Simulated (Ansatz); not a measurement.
The relaxed structure here is a generated cell of Te2Mo: the first start was made by placing the elements on the sites of a structure type, and the end was not matched to a known phase here, so it may be hypothetical. Known forms of Te2Mo include space group No. 194.

One starting cell of Te2Mo (a generated cell, Te2Mo placed in the AFLOW prototype AB2_hP9_180_d_j (C40, as in CrSi2)) was relaxed twice with Ansatz (plane waves, PAW, scalar-relativistic): with r2SCAN at 500 eV and with PBE at 420 eV. The r2SCAN result:

```yaml
crystal:
  lattice:
    - [5.21799, 0.00000, 0.00000]
    - [-2.60900, 4.51891, 0.00000]
    - [0.00000, 0.00000, 8.56495]
  atoms:
    - { symbol: Mo, position: [0.50000, 0.00000, 0.00000] }
    - { symbol: Mo, position: [0.50000, 0.50000, 0.33333] }
    - { symbol: Mo, position: [0.00000, 0.50000, 0.66667] }
    - { symbol: Te, position: [0.17296, 0.34592, 0.00000] }
    - { symbol: Te, position: [0.82704, 0.17296, 0.33333] }
    - { symbol: Te, position: [0.65408, 0.82704, 0.66667] }
    - { symbol: Te, position: [0.82704, 0.65408, 0.00000] }
    - { symbol: Te, position: [0.17296, 0.82704, 0.33333] }
    - { symbol: Te, position: [0.34592, 0.17296, 0.66667] }
```

```csv
quantity,r2SCAN,PBE
space group,P6₂22,P6₂22
volume (Å³/atom),22.44,…
a (Å),5.218,…
c (Å),8.565,…
"gap (eV, no spin-orbit coupling)",0.00,…
```

Task: What does PBE give for the same quantities?

Result: 
- volume (Å³/atom), PBE: 22.55
- a (Å), PBE: 5.250
- c (Å), PBE: 8.502
- gap (eV, no spin-orbit coupling), PBE: 0.00

Both levels end in the same structure; PBE's volume is within 0.5 % of r2SCAN's. Neither column is exact.

No spin polarisation in the result. A magnetic state may lie lower.

The run could not lose the symmetry of its start, so the end can be a saddle point.

Ansatz is a quantum-chemistry and plane-wave program.
